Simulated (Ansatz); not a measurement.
SnO2:
```cif
data_O8Sn4
_chemical_formula_sum 'Sn4 O8'
_space_group_name_H-M_alt 'P 1'
_space_group_IT_number 1
_cell_length_a 5.10069
_cell_length_b 5.10069
_cell_length_c 5.10069
_cell_angle_alpha 90.000
_cell_angle_beta 90.000
_cell_angle_gamma 90.000
loop_
_space_group_symop_operation_xyz
  'x, y, z'
loop_
_atom_site_label
_atom_site_type_symbol
_atom_site_fract_x
_atom_site_fract_y
_atom_site_fract_z
_atom_site_occupancy
Sn1 Sn 0.00000 0.50000 0.50000 1
Sn2 Sn 0.50000 0.50000 0.00000 1
Sn3 Sn 0.50000 0.00000 0.50000 1
Sn4 Sn 0.00000 0.00000 0.00000 1
O1 O 0.33972 0.16028 0.83972 1
O2 O 0.66028 0.83972 0.16028 1
O3 O 0.16028 0.83972 0.33972 1
O4 O 0.83972 0.16028 0.66028 1
O5 O 0.83972 0.33972 0.16028 1
O6 O 0.16028 0.66028 0.83972 1
O7 O 0.66028 0.66028 0.66028 1
O8 O 0.33972 0.33972 0.33972 1
```

Relaxed with r²SCAN.

Which orbitals make up the states near the band edges in the program Ansatz at the r²SCAN level (PAW)?

Top 1 eV of the valence band: O 2p 97 %. Bottom 1 eV of the conduction band: Sn 5s 53 %, O 2s 25 %, O 2p 18 %. Projections are on Löwdin-orthogonalised atomic valence shells; empty p or d shells of many metals are not among them.

Tabulate the density of states.

States/eV per cell of 12 atoms, in 0.25 eV bins, energy from the valence-band maximum.

| E (eV) | total | O 2p | Sn 5s | Sn 5p |
|---|---|---|---|---|
| -7.70 | 0.00 | 0.00 | 0.00 | 0.00 |
| -7.45 | 3.03 | 1.79 | 1.08 | 0.11 |
| -7.20 | 5.71 | 3.37 | 1.98 | 0.18 |
| -6.95 | 4.38 | 2.60 | 1.45 | 0.14 |
| -6.70 | 3.59 | 2.14 | 1.14 | 0.11 |
| -6.45 | 3.42 | 2.06 | 1.02 | 0.12 |
| -6.20 | 3.37 | 2.07 | 0.95 | 0.12 |
| -5.95 | 2.39 | 1.51 | 0.61 | 0.11 |
| -5.70 | 1.83 | 1.20 | 0.40 | 0.13 |
| -5.45 | 1.84 | 1.27 | 0.29 | 0.20 |
| -5.20 | 3.02 | 2.20 | 0.12 | 0.61 |
| -4.95 | 3.65 | 2.72 | 0.06 | 0.77 |
| -4.70 | 5.38 | 4.07 | 0.06 | 1.08 |
| -4.45 | 6.75 | 5.14 | 0.08 | 1.28 |
| -4.20 | 6.92 | 5.30 | 0.10 | 1.23 |
| -3.95 | 8.58 | 6.58 | 0.25 | 1.33 |
| -3.70 | 5.17 | 4.08 | 0.14 | 0.71 |
| -3.45 | 4.95 | 4.00 | 0.08 | 0.65 |
| -3.20 | 6.72 | 5.52 | 0.09 | 0.78 |
| -2.95 | 8.19 | 6.81 | 0.08 | 0.85 |
| -2.70 | 3.58 | 3.03 | 0.05 | 0.31 |
| -2.45 | 2.17 | 1.87 | 0.03 | 0.15 |
| -2.20 | 8.88 | 7.94 | 0.08 | 0.56 |
| -1.95 | 10.45 | 9.45 | 0.08 | 0.57 |
| -1.70 | 10.62 | 9.80 | 0.04 | 0.43 |
| -1.45 | 7.85 | 7.41 | 0.02 | 0.18 |
| -1.20 | 11.21 | 10.70 | 0.02 | 0.15 |
| -0.95 | 14.44 | 13.87 | 0.03 | 0.11 |
| -0.70 | 5.88 | 5.69 | 0.02 | 0.03 |
| -0.45 | 11.93 | 11.61 | 0.04 | 0.07 |
| -0.20 | 13.53 | 13.16 | 0.03 | 0.11 |
| 0.05 | 2.60 | 2.54 | 0.00 | 0.02 |
| 0.30 | 0.00 | 0.00 | 0.00 | 0.00 |
| 0.55 | 0.00 | 0.00 | 0.00 | 0.00 |
| 0.80 | 0.00 | 0.00 | 0.00 | 0.00 |
| 1.05 | 0.00 | 0.00 | 0.00 | 0.00 |
| 1.30 | 0.00 | 0.00 | 0.00 | 0.00 |
| 1.55 | 0.00 | 0.00 | 0.00 | 0.00 |
| 1.80 | 0.01 | 0.00 | 0.01 | 0.00 |
| 2.05 | 0.05 | 0.01 | 0.03 | 0.00 |
| 2.30 | 0.10 | 0.02 | 0.05 | 0.00 |
| 2.55 | 0.13 | 0.03 | 0.07 | 0.01 |
| 2.80 | 0.18 | 0.04 | 0.09 | 0.01 |
| 3.05 | 0.23 | 0.06 | 0.11 | 0.01 |
| 3.30 | 0.30 | 0.08 | 0.14 | 0.02 |
| 3.55 | 0.37 | 0.11 | 0.17 | 0.02 |
| 3.80 | 0.45 | 0.13 | 0.20 | 0.03 |
| 4.05 | 0.57 | 0.18 | 0.25 | 0.04 |
| 4.30 | 0.70 | 0.22 | 0.30 | 0.05 |
| 4.55 | 0.87 | 0.28 | 0.38 | 0.06 |
| 4.80 | 1.09 | 0.36 | 0.48 | 0.08 |
| 5.05 | 1.43 | 0.48 | 0.64 | 0.10 |
| 5.30 | 1.98 | 0.66 | 0.90 | 0.15 |
| 5.55 | 3.08 | 1.02 | 1.43 | 0.24 |
| 5.80 | 7.35 | 2.31 | 3.50 | 0.74 |
| 6.05 | 9.53 | 2.91 | 4.59 | 1.13 |
| 6.30 | 2.22 | 0.71 | 1.07 | 0.25 |

Space group Pa-3. The first step of the workflow began from a Materials Project structure, measured or hypothetical; the Crystallography Open Database copy checked does not list it. It is not the phase usual at ambient conditions (space group No. 136). The r²SCAN relaxation kept the symmetry of its start; its stability against distortions is not shown here. Scalar-relativistic: spin–orbit coupling is off unless named, which matters more the heavier the elements.

Potentials: the later of the program's two PAW sets.
